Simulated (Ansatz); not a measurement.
**Ir (Fm-3m), symmetry broken, then relaxed**

The calculation used Ansatz 0.2.0, DFT PBEsol, scalar-relativistic, plane waves, PAW. The runs took a 420 eV cutoff, a Γ-centred 12×12×14 mesh and Gaussian smearing (0.15 eV). Spin–orbit coupling is left out, which can shift energies with elements as heavy as these. No spin polarisation. Energies are free energies at this smearing, counted from the undisturbed cell; pressure is positive in compression.

The starting cell (relaxed at this level):

```xyz
2
Lattice="0.0000 -1.9151 -1.9151 -1.9151 0.0000 -1.9151 1.9151 1.9151 -3.8302" Properties=species:S:1:pos:R:3 pbc="T T T"
Ir    0.0000    0.0000   -3.8302
Ir    0.0000    0.0000    0.0000
```

The atoms are displaced (Å, in the unstrained cell):

| atom | ux | uy | uz |
| --- | --- | --- | --- |
| Ir1 | -0.068 | -0.028 | -0.090 |
| Ir2 | 0.068 | 0.028 | 0.090 |

The atoms are then relaxed in that fixed cell.

Problem. Does the relaxation return to the undisturbed structure?

Solution. Yes (up to a choice of domain or origin): same space group and volume, and an energy 0.0 meV/atom from it. The disturbance itself cost 64.8 meV/atom. The final space group reads Fm-3m (tolerance 0.05 Å) and the volume changes by 0.00 %.

Final structure:

```
Ir
1.0
     0.00000   -1.91512   -1.91512
    -1.91512    0.00000   -1.91512
     1.91512    1.91512   -3.83023
Ir
2
Direct
  0.50005 0.50025 0.50000
  0.99995 0.99975 0.00000
```

The relaxation, step by step (energy from the first step):

| step | ΔE (meV/atom) | largest force component (eV/Å) | pressure (GPa) |
| --- | --- | --- | --- |
| 1 | 0.0 | 0.780 | n/a |
| 2 | -50.0 | 0.428 | n/a |
| 3 | -64.8 | 0.006 | n/a |
| 4 | -64.8 | 0.006 | n/a |

Cost: 3 runs of about 2 core-minutes in all, on Arm Neoverse V2 (shared hosts).